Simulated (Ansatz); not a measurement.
Calculated with Ansatz: NaCd₄P₃, settings compared

The command:

```bash
ansatz run input.yaml --threads 1 --pin off --max-ram 2560MiB --backend cpu --events-out ev --progress --plain --runs-dir out
```

input.yaml:

```yaml
crystal:
  lattice:
    - [2.170199, 3.758888, 0.0]
    - [-2.170199, 3.758888, 0.0]
    - [0.0, -2.505925, 10.939174]
  atoms:
    - { symbol: Na, position: [0.5, 0.5, 0.5] }
    - { symbol: Cd, position: [0.09568, 0.09568, 0.28704] }
    - { symbol: Cd, position: [0.90432, 0.90432, 0.71296] }
    - { symbol: Cd, position: [0.29908, 0.29908, 0.89724] }
    - { symbol: Cd, position: [0.70092, 0.70092, 0.10276] }
    - { symbol: P, position: [0.22053, 0.22053, 0.66159] }
    - { symbol: P, position: [0.77947, 0.77947, 0.33841] }
    - { symbol: P, position: [0.0, 0.0, 0.0] }
  symmetry: { tolerance: 0.0003 }
kpoints:
  mp_grid: { grid: [5, 5, 5], shift: [0, 0, 0] }
magnetization:
  spin_polarized: false
scf:
  occupations: { method: fermi_dirac }
hamiltonian:
  pseudopotentials: { kind: paw }
  xc: pbe
basis:
  ecutwfc: 420
output:
  forces: true
  stress: true
  eigenvalues: true
```

Origin of the cell: a known structure type with other elements, at an estimated volume, so it need not be a known compound.

The smearing width isn't typed, so it takes its default of 0.1 eV.

Output of this run (shortened):

```
Warning: crystal.lattice misses the space group found at crystal.symmetry.tolerance 3.0e-4 in a digit that the deck types, which is why this is a warning: making the lattice exact moves one o […]
Pseudopotentials: kind: paw
Pseudopotential: Na, paw, valence charge 9, recommended cutoff 420 eV (normal), Na.paw.azcp
Pseudopotential: Cd, paw, valence charge 20, recommended cutoff 420 eV (normal), Cd.paw.azcp
Pseudopotential: P, paw, valence charge 5, recommended cutoff 420 eV (normal), P.paw.azcp
Functional definition: PBE
  exchange = pbe_x(kappa = kappa, mu = beta*pi^2/3)
  correlation = pbe_c(beta = beta)
Crystal: 8 atoms, lattice volume = 178.473 Å³
Basis set: ecut = 420 eV, 3499 PW (Γ), exchange–correlation on 60×60×160 points (8 copies of the dense FFT grid, shifted against one another)
Bands: 63, of which v1, the nominal top of the filled ones, is band 52 counted from 1 (51 counted from 0)
Symmetry: 12 space group operations
[… 8 lines left out …]
Initial density: superposition of atomic densities (neutral atoms: chi_scale 0, normalization atom), corrected by the library's trained network
Functional: x = pbe(κ = 0.804, μ = 0.219515), c = pbe(β = 0.066725)
SCF iter   1: F=—  HF=-36772.606465 eV  Δρ=1.15e-3  dr2=4.73e-3  defer=9
SCF iter   2: F=—  HF=-36772.606588 eV  Δρ=1.10e-3  dr2=4.40e-3  defer=14
SCF iter   3: F=—  HF=-36772.605409 eV  Δρ=2.55e-4  dr2=1.20e-4  defer=14
SCF iter   4: F=—  HF=-36772.605385 eV  Δρ=5.81e-5  dr2=9.00e-6  defer=14
SCF iter   5: F=—  HF=-36772.605056 eV  Δρ=1.94e-5  dr2=3.78e-6  defer=14
SCF iter   6: F=—  HF=-36772.605055 eV  Δρ=8.48e-6  dr2=1.37e-7  defer=14
SCF iter   7: F=-36772.605055 eV  HF=-36772.605055 eV  Δρ=2.59e-6  dr2=8.34e-9
SCF 1 converged in 7 iterations: F = -36772.605055 eV  dr2 = 8.34e-9
SCF converged after 7 iterations
Free energy (F): -36772.605055 eV
Harris-Foulkes:  -36772.605055 eV  (|F-HF|=6.14e-9)
Internal energy: -36772.589083 eV  (E = F + TS)
E sigma→0 (E₀):  -36772.597069 eV
Entropy (-TS):   -0.015972 eV (-1.996 meV/atom)
Fermi energy:    9.392114 eV
--- Per-component energies (eV) ---
  E_band       = -2083.192653
  E_kinetic    = 2349.301955
  E_local      = -17003.837430  (includes V_loc(G=0)·N_el)
  E_nonlocal   = 348.433959
  E_hartree    = 7780.895098
  E_xc         = -931.389934
  E_vxc        = -1120.294402  (∫ρ·V_xc dr)
  E_paw        = -18301.626370  (= ΣΔE_a)
  E_vpaw       = -2218.578961  (= ΣTr[D̂ρ^β])
  E_aug_tail   = 0.000018  (compensation charges beyond the density's cutoff)
  E_ewald      = -11014.366379
  E_smearing   = -0.015972  (= −TS)
  Σ components = -36772.605055   (vs F -36772.605055, Δ=0.00e0)
--- Forces (eV/Å), atoms counted from 1 ---
  atom   1  Na    -0.000000    -0.000000     0.000000
  atom   2  Cd    -0.000000     0.000000     0.111612
  atom   3  Cd     0.000000    -0.000000    -0.111612
  atom   4  Cd     0.000000     0.000000     0.106479
  atom   5  Cd     0.000000    -0.000000    -0.106479
  atom   6  P     -0.000000    -0.000000    -0.052883
  atom   7  P      0.000000     0.000000     0.052883
  atom   8  P     -0.000000     0.000000     0.000000
  max |Σ_I F_I| component: 3.47e-17 eV/Å
--- Stress (GPa, compression-positive) ---
        1.999224      -0.000000      -0.000000
       -0.000000       1.999224       0.000000
       -0.000000       0.000000       2.223276
  P = ⅓ Tr σ = 2.0739 GPa (20.739 kbar)
```

The same input was run again with these changes:

1. `basis.xc_grid` default → 4
2. `basis.ecutwfc` 420 → "14.7 Ry"; `accuracy` default → medium
3. `scf.occupations.method` fermi_dirac → tetrahedron_uncorrected
4. `basis.ecutrho_ratio` default → 12; `scf.eigensolver.kind` default → davidson; `basis.precision` default → f64

```
 run        end  SCF iterations  P (GPa)  max force component (eV/Å)  moment (μB)  ΔE(σ→0) (meV/atom)
base  converged               7     2.07                       0.112            –                   0
   1  converged               7     2.07                       0.112            –                0.00
   2  converged               9     4.02                       0.421            –             6998.61
   3  converged              10     2.06                       0.121            –                0.01
   4  converged               7     2.07                       0.112            –                0.00
```

Energies are compared only where functional, datasets, charge and starting cell are the same.

Not properties of the system: run 2 (too coarse or loose: `basis.ecutwfc` = "14.7 Ry").

Caveats of the base run: the k mesh is coarse if the cell is a metal.

Run 2: the cutoff lies below the datasets' advice.

The base run took 4.9 s on 1 thread of Intel(R) Xeon(R) 6975P-C (Granite Rapids) (shared host), peak memory 0.53 GiB, from the program's own first density.
